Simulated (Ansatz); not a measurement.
# MgV₂C₄O₁₂: field gradients at two levels of theory

Cell: a computed structure from the Materials Project (it need not be an observed phase), ions relaxed with PBE at fixed cell.

Space group P-1 (No. 2); a = 4.4474, b = 5.9830, c = 7.7081 Å, α = 87.79°, β = 88.47°, γ = 87.99°.

```csv
site,Wyckoff,site symmetry,x,y,z
Mg,1f,-1,0.5000,0.0000,0.5000
V2,1g,-1,0.0000,0.5000,0.5000
V3,1d,-1,0.5000,0.0000,0.0000
C4,2i,1,0.9913,0.1290,0.2498
C5,2i,1,0.4982,0.3557,0.7412
O8,2i,1,0.8638,0.1978,0.3960
O9,2i,1,0.8433,0.1302,0.1124
O10,2i,1,0.7454,0.4520,0.7141
O11,2i,1,0.7277,0.9378,0.7502
O12,2i,1,0.6680,0.6937,0.3939
O13,2i,1,0.5965,0.7039,0.1073
```

One atom of each set is listed.

First run. Method: Kohn–Sham DFT in Ansatz, PBE, plane waves and PAW, scalar-relativistic, collinear spin, 420 eV cutoff, Γ-centred 6×4×3 k-points, Fermi–Dirac smearing 0.02 eV. Start moments as typed (μB): 2 on each V, none on the rest.

```
site  V_zz (10²¹ V/m²)     η  m (μB)
  Mg             -0.63  0.70    0.00
  V2             -5.62  0.50    1.56
  V3             -5.31  0.32    1.49
  C4              2.34  0.25    0.01
  C5              2.54  0.48    0.01
  O8            -13.38  0.92    0.00
  O9            -13.01  0.88    0.00
 O10             11.32  0.98   -0.01
 O11             11.33  0.39   -0.01
 O12             12.48  0.99   -0.01
 O13            -12.50  0.86   -0.01
```

Second run. The same atoms and settings, except that the functional is r2SCAN and the cutoff is 500 eV.

(1) Given the first result, estimate the second.

## Answers

(1) 

| site | V_zz | η | change of V_zz | m (μB) |
| --- | --- | --- | --- | --- |
| Mg | -0.61 | 0.68 | +0.02 | 0.00 |
| V2 | -6.25 | 0.46 | -0.63 | 1.58 |
| V3 | -5.17 | 0.28 | +0.14 | 1.55 |
| C4 | 2.90 | 0.24 | +0.56 | 0.01 |
| C5 | 3.08 | 0.45 | +0.54 | 0.01 |
| O8 | -13.84 | 0.93 | -0.46 | 0.01 |
| O9 | -13.76 | 0.86 | -0.75 | 0.00 |
| O10 | 11.83 | 0.94 | +0.51 | -0.01 |
| O11 | 11.87 | 0.40 | +0.54 | 0.00 |
| O12 | 12.95 | 0.98 | +0.47 | -0.02 |
| O13 | -13.09 | 0.86 | -0.59 | -0.01 |

The largest change of V_zz is on O9, from -13.01 to -13.76. The whole tensor moves most on V2, by 1.51 along its most changed direction. In per cent, |V_zz| changes by -3 on Mg, -3 to +11 on V, +21 to +24 on C, +3 to +6 on O (all sites that start above 0.5).

All moments are parallel here, as the start or the cell imposes; many such compounds order antiparallel, where fields and spin densities carried over to other atoms largely cancel. The magnetic order is the one that the run reached from its start moments, not necessarily the measured one.
For the first run: With a gap of 0.13 eV under a smearing of 0.02 eV the band edges are partly filled, so small gradients can hang on the smearing and the k-mesh.
For the second run: At this cell the r2SCAN pressure is -6 GPa, so with r2SCAN the cell would shrink if it were relaxed. The entry's cell may itself be off. The largest force is 0.6 eV/Å, so the atoms aren't at the calculated equilibrium and relaxing them would move these values. The program didn't check the stability of this electronic state in full, so a lower one may lie near. With a gap of 0.7 eV on this mesh, small gradients can still move by 0.1 × 10²¹ V/m² or more as the k-mesh gets denser.
